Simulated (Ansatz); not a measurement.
Space group P-3m1 (No. 164). a = 4.521 Å, b = 4.521 Å, c = 4.767 Å, α = 90.00°, β = 90.00°, γ = 120.00°
```csv
atom,site,symmetry,x,y,z
Sr,1a,-3m.,0.0000,0.0000,0.0000
Al,2d,3m.,0.3333,0.6667,0.4592
H,2d,3m.,0.3333,0.6667,0.1029
```

Equation of state of this SrAl2H2 structure (not necessarily the ground state), with shape and atoms relaxed at each volume where symmetry leaves them free. It has no gap at any of these volumes. The calculation used Ansatz, DFT r2SCAN, scalar-relativistic, plane waves, PAW.

Cutoff 500 eV; k points 9×9×8 on the computed 5-atom cell (Γ-centred); Gaussian smearing, width 0.10 eV; no spin polarisation.

```json
{"V (Å³/atom)": "15.865", "E − E(largest V) (meV/atom)": "1.35", "P (GPa)": "2.87"}
{"V (Å³/atom)": "16.372", "E − E(largest V) (meV/atom)": "-5.27", "P (GPa)": "1.35"}
{"V (Å³/atom)": "16.878", "E − E(largest V) (meV/atom)": "-7.36", "P (GPa)": "0.00"}
{"V (Å³/atom)": "17.384", "E − E(largest V) (meV/atom)": "-5.44", "P (GPa)": "-1.19"}
{"V (Å³/atom)": "17.891", "E − E(largest V) (meV/atom)": "0.00", "P (GPa)": "-2.23"}
```

Fit a third-order Birch–Murnaghan equation to E(V).

V0 = 16.88 Å³/atom, B0 = 42 GPa, B0' = 3.2.

Cost: 5 runs of about 6.2 core-minutes in all, on Intel Xeon Platinum 8259CL (Skylake/Cascade Lake) (shared hosts).